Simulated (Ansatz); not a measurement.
**Stress against strain in ZrGa₃**

```
CELL_PARAMETERS angstrom
-1.98550 1.98550 4.36450
1.98550 -1.98550 4.36450
1.98550 1.98550 -4.36450
ATOMIC_POSITIONS crystal
Zr 0.00000 0.00000 0.00000
Ga 0.50000 0.50000 0.00000
Ga 0.75000 0.25000 0.50000
Ga 0.25000 0.75000 0.50000
```

Atom numbers follow the list: Zr1, Ga2, Ga3, Ga4.

The geometry is COD entry 1523054, unchecked; take it as a test cell. It is an old determination, and later ones may differ.

Spin polarisation is left out, and whether a magnetic state lies lower isn't shown here.

Computed with DFT, LDA, all-electron LAPW, scalar-relativistic in Ansatz 0.2.0.

The runs use a Γ-centred 12×12×12 k mesh, Fermi–Dirac smearing of 0.03 eV, basis error target 1 meV/atom, no spin polarisation.

The strain is applied along the Cartesian axes of the cell as listed (the other components stay zero). Fractional coordinates are held (clamped ions).

σ is the change of stress from the unstrained cell, which is at -5.34 GPa; tension is positive, so slopes are stress–strain coefficients at that pressure. In a metal the k mesh adds noise.

Only quantities that a quadratic follows smoothly over the whole series are listed; rougher ones are left out.

```
    εzz  σzz (GPa)  σxx (GPa)
-0.0200      -4.10      -1.11
 0.0000       0.00       0.00
 0.0100       1.91       0.46
 0.0200       3.69       0.86
```

**Question.** Fit the series and read off the stiffness at zero strain.

**Answer.** Least-squares fits y = p0 + p1 x + p2 x² to the rows give σzz (GPa): p1 = 195, p2 = -520; σxx (GPa): p1 = 49.2, p2 = -310. So C33 = 195 GPa and C13 = 49 GPa, for these axes.

**Question.** One run, at εzz = -0.0100, is withheld. Predict its row.

**Answer.** The fits give -1.99, -0.52; the run gave -2.01, -0.52.
